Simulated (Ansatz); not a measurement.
Data:

BeTe:
```cif
data_Be4Te4
_chemical_formula_sum 'Be4 Te4'
_space_group_name_H-M_alt 'Fm-3m'
_space_group_IT_number 225
_space_group_name_Hall '-F 4 2 3'
_cell_length_a 5.30165
_cell_length_b 5.30165
_cell_length_c 5.30165
_cell_angle_alpha 90.000
_cell_angle_beta 90.000
_cell_angle_gamma 90.000
loop_
_atom_site_label
_atom_site_type_symbol
_atom_site_symmetry_multiplicity
_atom_site_Wyckoff_symbol
_atom_site_fract_x
_atom_site_fract_y
_atom_site_fract_z
_atom_site_occupancy
Be1 Be 4 a 0.00000 0.00000 0.00000 1
Te1 Te 4 b 0.50000 0.50000 0.50000 1
```
(The calculation used a cell of 2 atoms; values per cell refer to that cell.)

This is the PBEsol-relaxed structure.

Q: All from DFT-PBEsol in the program Ansatz with PAW potentials, unless another level is named. Estimate the Hill bulk and shear moduli.

A: 72.7 and 42.2 GPa.

Q: And the elastic constants (relaxed ions, GPa)?

A: C11 = 126, C12 = 45.9, C44 = 43.5.

The start of the workflow was typed in or built on a structure type; neither database checked (COD, Materials Project) lists it. COD files the formula under space group No. 216. Whether it is the stable phase at ambient conditions was not checked. The PBEsol relaxation kept the symmetry of its start. At this level the phase is dynamically unstable (imaginary phonons). As this level gives no gap, shear constants depend on the k-mesh and smearing (Fermi–Dirac, 0.1 eV here). Spin–orbit coupling is left out wherever it is not named.

Potentials: the earlier of the program's two PAW sets. The files were generated under PBE; for other functionals the program regenerates the frozen cores, and for LDA and PBEsol the local potential too.
